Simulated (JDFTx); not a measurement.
System: Au(100) (Fm-3m bulk; lattice of mp-81, not re-optimised at this level), 1x1 cell of 4 atoms in 4 planes, area 8.70 Å² a face, 6.2 Å between the outermost planes in a cell 22.3 Å high; k mesh 8×8×1, Fermi width 0.01 Ha, no spin polarisation.

Method: PBE, GBRV ultrasoft potentials, plane waves to 20/100 Ha, in JDFTx (a modified build). Liquid on both sides: CANDLE, water, 1 M NaF; nuclei fixed, outer atoms relaxed in vacuum. The electron chemical potential μ is absolute (zero in the bulk liquid) and is turned into a potential by U = −μ/e − 4.44 V vs SHE, a convention. Ideal, unreconstructed faces without any overlayer. On the negative side CANDLE's cavity feels the periodic box, so those points shift with the cell height. Convergence in thickness and k mesh wasn't tested for this slab.

```json
[
 {"U (V vs SHE)": "-0.55", "μ (eV)": "-3.89", "excess electrons per cell": "0.305", "σ (μC/cm², per face)": "-28.1", "run": "fixed potential"},
 {"U (V vs SHE)": "-0.35", "μ (eV)": "-4.09", "excess electrons per cell": "0.264", "σ (μC/cm², per face)": "-24.3", "run": "fixed potential"},
 {"U (V vs SHE)": "-0.15", "μ (eV)": "-4.29", "excess electrons per cell": "0.222", "σ (μC/cm², per face)": "-20.4", "run": "fixed potential"},
 {"U (V vs SHE)": "0.05", "μ (eV)": "-4.49", "excess electrons per cell": "0.165", "σ (μC/cm², per face)": "-15.2", "run": "fixed potential"},
 {"U (V vs SHE)": "0.37", "μ (eV)": "-4.81", "excess electrons per cell": "0.000", "σ (μC/cm², per face)": "0.0", "run": "neutral"},
 {"U (V vs SHE)": "0.50", "μ (eV)": "-4.94", "excess electrons per cell": "?", "σ (μC/cm², per face)": "?", "run": "fixed potential"},
 {"U (V vs SHE)": "?", "μ (eV)": "?", "excess electrons per cell": "-0.043", "σ (μC/cm², per face)": "4.0", "run": "fixed charge"}
]
```

Question: Fill in the missing entries, row by row.

Answer: 
- 0.50, excess electrons per cell: -0.017
- 0.50, σ (μC/cm², per face): 1.5
- row 7, U (V vs SHE): 0.71
- 0.71, μ (eV): -5.15
